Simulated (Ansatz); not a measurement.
Start of a relaxation of FePt3:

```cif
data_structure
_symmetry_space_group_name_H-M 'P 1'
_symmetry_Int_Tables_number 1
_cell_length_a 3.5319
_cell_length_b 3.5319
_cell_length_c 6.3499
_cell_angle_alpha 90.000
_cell_angle_beta 90.000
_cell_angle_gamma 116.347
_cell_volume 70.98
loop_
_atom_site_label
_atom_site_type_symbol
_atom_site_fract_x
_atom_site_fract_y
_atom_site_fract_z
_atom_site_occupancy
Fe1 Fe 0.50000 0.50000 0.00000 1
Pt1 Pt 0.21586 0.78414 0.00000 1
Pt2 Pt 0.78414 0.21586 0.00000 1
Pt3 Pt 0.00000 0.00000 0.50000 1
```

Method: Ansatz 0.2.0, DFT PBE, scalar-relativistic, plane waves, PAW. Cutoff 420 eV, Gaussian smearing, Γ-centred meshes. Cell and atoms relax first on a coarse mesh and then on a finer one. In between, the cell is made exact in the group found at 0.06 Å. In metals the finer mesh still leaves noise of several meV/atom or more. The steps can't lower the symmetry of their start. Collinear spin, starting moments Fe 4.0 μB.

A guess keeps its type if space group and coordination stay and the shape of the cell changes little (axis ratios within about 15 %, angles within 6°); the volume may change.

Question: Does it keep its structure type, or change into something else?

Answer: It doesn't keep its type. The symmetry stays Cmmm (No. 65). The volume per atom grows by 11.4 %, from 17.7 to 19.8 Å³. The shortest distance goes from 1.71 Å (Fe–Pt) to 2.58 Å (Pt–Pt). Counting neighbours within 15 % of an atom's shortest distance, the start has Fe 2, Pt 3/14 and the end Fe 6, Pt 4/8. In detail, at the end around Fe lie 6 Pt at 2.61–2.68 Å and 4 Pt at 3.12 Å; around Pt on a site of symmetry m2m lie 4 Pt at 2.58–2.59 Å, 3 Fe at 2.61–2.68 Å and 1 Pt at 2.74 Å; Pt on a site of symmetry mmm has 4 Pt at 2.59 Å and 4 Fe at 3.12 Å.

```
Fe Pt
1.0
     2.22236   -4.05133    0.00000
     2.22236    4.05133    0.00000
     0.00000    0.00000    4.39169
Fe Pt
1 3
Direct
  0.50000 0.50000 0.00000
  0.16936 0.83064 0.00000
  0.83064 0.16936 0.00000
  0.00000 0.00000 0.50000
```

The zero of energy is the elements' standard structures at the same level; no fitted shifts are applied.

Question: At what energy does it end?

Answer: +0.46 eV/atom. It can't be a ground state, since the elements alone are lower.

The last run used collinear spin, a 12×12×10 mesh (in the run's order of axes) for its 4-atom cell and Gaussian smearing of 0.10 eV. These runs have no spin–orbit coupling, which can matter for Pt. Another magnetic order may lie lower. A structure relaxed within its symmetry needn't be a true minimum.

In counts of neighbours, a slash parts the counts of unlike sites.
